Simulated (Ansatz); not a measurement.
K (fcc type), DFT, LDA, all-electron PAW with datasets made for the crystal, scalar-relativistic (Ansatz 0.2.0), on 1 thread of Arm Neoverse V1 (shared host).

Command: `ansatz run input.yaml --threads 1 --pin off --max-ram 2048MiB --backend cpu --events-out ev --progress --plain --runs-dir out`

```yaml
crystal:
  lattice:
    - [0.0, 3.1802824005, 3.1802824005]
    - [3.1802824005, 0.0, 3.1802824005]
    - [3.1802824005, 3.1802824005, 0.0]
  atoms:
    - { symbol: K, position: [0.0, 0.0, 0.0] }
kpoints:
  mp_grid: { grid: [12, 12, 12] }
scf:
  occupations: { method: fermi_dirac, width: 0.08 }
hamiltonian:
  xc: lda
  pseudopotentials: { kind: all_electron, datasets: crystal }
output:
  forces: true
  stress: true
  eigenvalues: true
```

Task: How large is the problem that the program sets up?

Result: 72 irreducible k-points, 411 plane waves at Γ, 9 bands.

Task: About how long does it take?

Result: 3.8 s of wall time for 7 SCF iterations. Times on shared machines scatter by tens of per cent.
